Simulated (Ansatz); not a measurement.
HfC:
```yaml
crystal:
  lattice:
    - [0.00000, 2.28619, 2.28619]
    - [2.28619, 0.00000, 2.28619]
    - [2.28619, 2.28619, 0.00000]
  atoms:
    - { symbol: C, position: [0.00000, 0.00000, 0.00000] }
    - { symbol: Hf, position: [0.50000, 0.50000, 0.50000] }
```

Relaxed with LDA. Special points in fractions of this cell's reciprocal vectors: Γ (0.000, 0.000, 0.000); X (0.500, 0.000, 0.500); U (0.625, 0.250, 0.625); K (0.375, 0.375, 0.750); L (0.500, 0.500, 0.500); W (0.500, 0.250, 0.750).

Question: List the band energies nearest the Fermi level at these points for DFT-LDA in the program Ansatz with PAW potentials.

Answer: In eV from the Fermi level; about four levels below and three above (degenerate sets whole), none deeper than 8.9 eV; points with the same levels are listed once.

| k | below | above |
|---|---|---|
| Γ | – | 1.13 1.13 1.13 |
| X | -2.48 -2.01 | 0.04 0.04 5.52 |
| U | -3.60 -2.68 -1.68 | 1.60 5.98 6.39 |
| L | -8.13 -6.38 -3.19 -3.19 | 5.48 5.48 5.99 |
| W | -3.09 -2.72 -2.72 | 3.77 3.77 7.02 |

Space group Fm-3m (rock salt). The LDA relaxation kept the symmetry of its start; of distortions, only those at the zone centre were tested. The run is not spin-polarised. Spin–orbit coupling is left out wherever it is not named.

Potentials: the later of the program's two PAW sets.
